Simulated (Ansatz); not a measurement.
Data:

InPt₃C:
```yaml
crystal:
  lattice:
    - [4.25054, 0.00000, 0.00000]
    - [0.00000, 4.25054, 0.00000]
    - [0.00000, 0.00000, 4.25054]
  atoms:
    - { symbol: In, position: [0.00000, 0.00000, 0.00000] }
    - { symbol: Pt, position: [0.00000, 0.50000, 0.50000] }
    - { symbol: Pt, position: [0.50000, 0.00000, 0.50000] }
    - { symbol: Pt, position: [0.50000, 0.50000, 0.00000] }
    - { symbol: C, position: [0.50000, 0.50000, 0.50000] }
```

This is the PBE-relaxed structure.

Task: All from PBE (plane waves, PAW; program Ansatz), unless another level is named. Give the electronic character.

Result: metallic (no gap).

Task: Give the formation energy from the elements (no fitted shifts).

Result: 0.25 eV/atom.

Task: Give the density of states at the Fermi level.

Result: 0.61 states/eV per atom (mean over ±0.08 eV).

Task: Give the gap with spin–orbit coupling.

Result: none (metallic).

Space group Pm-3m (anti-perovskite). The start of the workflow was typed in or built on a structure type; neither database checked (COD, Materials Project) lists it. Whether it is the stable phase at ambient conditions was not checked. The cell was relaxed with PBE under the symmetry of its start; whether a distortion lowers the energy is not shown. The run is not spin-polarised. Its formation energy is positive at this level, so the cell may be metastable or incomplete. The references are the lowest solids computed at this level, not always the standard phases. Scalar-relativistic: spin–orbit coupling is off unless named, which matters more the heavier the elements.

Potentials: the later of the program's two PAW sets.
